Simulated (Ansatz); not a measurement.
Here is the system:

Ag$_{3}$Sb:
```cif
data_Ag3Sb
_chemical_formula_sum 'Sb1 Ag3'
_space_group_name_H-M_alt 'P 1'
_space_group_IT_number 1
_cell_length_a 3.17769
_cell_length_b 4.63443
_cell_length_c 4.94827
_cell_angle_alpha 90.000
_cell_angle_beta 90.000
_cell_angle_gamma 90.000
loop_
_space_group_symop_operation_xyz
  'x, y, z'
loop_
_atom_site_label
_atom_site_type_symbol
_atom_site_fract_x
_atom_site_fract_y
_atom_site_fract_z
_atom_site_occupancy
Sb1 Sb 0.00000 0.00000 0.99075 1
Ag1 Ag 0.50000 0.00000 0.49451 1
Ag2 Ag 0.00000 0.50000 0.63951 1
Ag3 Ag 0.50000 0.50000 0.15859 1
```

This is the LDA-relaxed structure.

Problem. All from LDA (plane waves, PAW; program Ansatz), unless another level is named. Estimate the bulk modulus (Birch–Murnaghan fit).

Solution. 106 GPa.

Problem. Give the highest zone-centre frequency.

Solution. 161 cm^-1.

Space group Pmm2. The workflow started from an entry of the Crystallography Open Database (COD), which files this formula under 2 space groups. Its standing as an ambient phase is unchecked. Symmetry was held in the LDA relaxation; of distortions, only those at the zone centre were tested. No spin polarisation was allowed. As this level gives no gap, phonon frequencies hold no LO–TO term and depend on the k-mesh and smearing (Fermi–Dirac, 0.1 eV here). Spin–orbit coupling is left out wherever it is not named.

Potentials: the later of the program's two PAW sets.
